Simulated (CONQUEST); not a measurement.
Consider a self-consistent single point of Ge2Mo (I4/mmm, 6 atoms in the cell; from Materials Project mp-10201, changed as shown).

```
CELL_PARAMETERS angstrom
      3.38659     0.00000     0.00000
      0.00000     3.38659     0.00000
      0.00000     0.00000     8.35011
ATOMIC_POSITIONS crystal
  Ge 0.50000 0.50000 0.16167
  Ge 0.00000 0.00000 0.33833
  Ge 0.00000 0.00000 0.66167
  Ge 0.50000 0.50000 0.83833
  Mo 0.00000 0.00000 0.00000
  Mo 0.50000 0.50000 0.50000
```

Level of theory: LDA (PW92), numerical atomic orbitals double-zeta with polarisation (the shipped basis), PseudoDojo norm-conserving potentials made for LDA in CONQUEST.

CONQUEST settings:

basis: DZP
Diag.MPMeshX, Y, Z: 12 12 4
potentials: PseudoDojo norm-conserving LDA
Grid.GridCutoff: 140 Ha
DM.SolutionMethod: diagon
Diag.kT: 0.003675 Ha
Diag.GammaCentred: true
minE.SCTolerance: 1.0e-06
SC.MaxIters: 100
SC.LinearMixingFactor: 0.3
SC.KerkerPreCondition: true
SC.KerkerFactor: 0.5 1/bohr
AtomMove.TypeOfRun: static

Results:

```
Property                                                  Result
------------------------------------------------  --------------
Number of valence electrons                                   84
Number of bands                                              110
Number of k-points after the program's reduction             395
Size of the basis                                            110
Number of SCF iterations                                      22
FFT grid                                            36 × 36 × 96
Free energy E − TS                                -13541.2038 eV
Fermi level (on the code's own zero)                    -5.36 eV
Pressure                                              -11.22 GPa
Largest force (vector length)                         0.116 eV/Å
```

Forces (eV/Å):
```tsv
atom	Fx	Fy	Fz
Ge1	0.000	0.000	-0.116
Ge2	0.000	0.000	0.116
Ge3	0.000	0.000	-0.116
Ge4	0.000	0.000	0.116
Mo5	0.000	0.000	0.000
Mo6	0.000	0.000	0.000
```

Stress (GPa, positive for compression):
```
-11.73    0.00    0.00
  0.00  -11.73    0.00
  0.00    0.00  -10.19
```

For comparison: a first run was changed to give this one (lattice scaled by 1.02), and from it to this one the free energy rises by 40.9 meV/atom and the pressure goes from -2.19 to -11.22 GPa.

The program uses no crystal symmetry, so grid and mesh can part values that symmetry would make equal. The atom-centred basis is finite, which shifts total energies, pressures and forces against plane waves. The structure comes from a collection of computed structures, made at another level of theory; the collection holds predicted forms beside known ones.

Cost on one core: about 11 core-minutes (a rough figure).
